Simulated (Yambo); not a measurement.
Ca2FeH6 (space group Fm-3m, No. 225): one transition space (8×8×8 mesh, 3 valence and 6 conduction bands, Tamm-Dancoff) with different kernels in Yambo, on PBEsol orbitals; field along x. BSE alone uses the static screening with 51 bands and a 3 Ry block; its scissor and those of RPA and TDDFT come from G0W0, that of the TDHF-type run from bare exchange.

| kernel | scissor (eV) | direct gap with it (eV) | lowest state (eV) |
|---|---|---|---|
| BSE (screened electron-hole attraction) | 1.21 | 2.48 | [?] |
| RPA (no attraction) | 1.21 | 2.48 | 2.48 (weak) |
| TDHF-type (unscreened attraction, exchange-only scissor) | 11.17 | 12.45 | [?] |

Task: Complete the blanks.

Result: 
- BSE (screened electron-hole attraction), lowest state (eV): 1.55 (dark)
- TDHF-type (unscreened attraction, exchange-only scissor), lowest state (eV): 3.15 (dark)

RPA leaves the lowest state at the direct gap: no bound exciton. These are vertical excitations (zero momentum). Spin singlets only. Strong means a line over 3 % of the spectrum's maximum, dark under 0.03 %. Absolute energies carry the error of the G0W0 scissor, whose convergence isn't established. Convergence of the binding with the mesh was not shown.

Geometry of the Materials Project entry, not relaxed at this level; primitive cell a = b = c = 4.944 Å, α = β = γ = 60.00°.

The structure is a Materials Project entry; no match was found in the copy of COD used, and its stability was not checked.

The runs are not spin-polarised; magnetic order was not tried.
